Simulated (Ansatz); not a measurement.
The end point of a relaxation of PbS. Space group Cmcm (No. 63). All values below come from PBEsol (plane waves to 420 eV, PAW, scalar-relativistic; Ansatz, a first-principles code).

Space group Cmcm (No. 63); a = 4.0975 Å, b = 11.5898 Å, c = 4.2361 Å, α = β = γ = 90.00°

```json
[
 {"atom": "S", "site": "4c", "symmetry": "m2m", "x": "0.0000", "y": "0.6410", "z": "0.2500"},
 {"atom": "Pb", "site": "4c", "symmetry": "m2m", "x": "0.0000", "y": "0.1269", "z": "0.7500"}
]
```
(The calculation used a cell of 4 atoms; values per cell refer to that cell.)

```json
{
  "volume_per_atom": "25.15 Å³",
  "band_gap": "0.98 eV, direct within 0.03 eV (at k = (0.4444, -0.4444, 0.375)) (no spin-orbit coupling)",
  "smallest_direct_gap": "1.00 eV at k = (0.4444, -0.4444, 0.375)",
  "shortest_distances": "Pb–S 2.69 Å",
  "k-mesh": "9×9×8"
}
```

Band energies at high-symmetry points (eV from the VBM; labels of this space group; no spin-orbit coupling), from −5 eV up to 2.3 eV:

```csv
point,energies
Γ,-4.67 -3.30 -2.56 -1.97 -1.69 -0.71
Y,-2.99 -2.85 -2.24 -1.87 -1.49 -0.70 1.02
C0,-2.76 -1.53 -1.47 -1.43 -0.79 -0.36 1.40 1.65 1.73
Σ0,-2.76 -1.53 -1.47 -1.43 -0.79 -0.36 1.40 1.65 1.73
Z,-3.13 -3.13 -1.28 -1.28 -0.14 -0.14 1.58 1.58
A0,-4.72 -4.72 -3.08 -3.08 -1.63 -1.63
E0,-4.72 -4.72 -3.08 -3.08 -1.63 -1.63
T,-1.42 -1.42 -1.28 -1.28 -0.65 -0.65 1.56 1.56
```

No spin polarisation in the result. Spin-orbit coupling is missing; with elements this heavy it can move band edges by tenths of an eV or more.

The run could not lose the symmetry of its start.

The first start was generated by placing the elements on the sites of a structure type. Materials Project lists a structure of PbS in the same space group, Cmcm (No. 63); the sites were not compared with it, nor with measured phases. Known forms of PbS include space group No. 225.
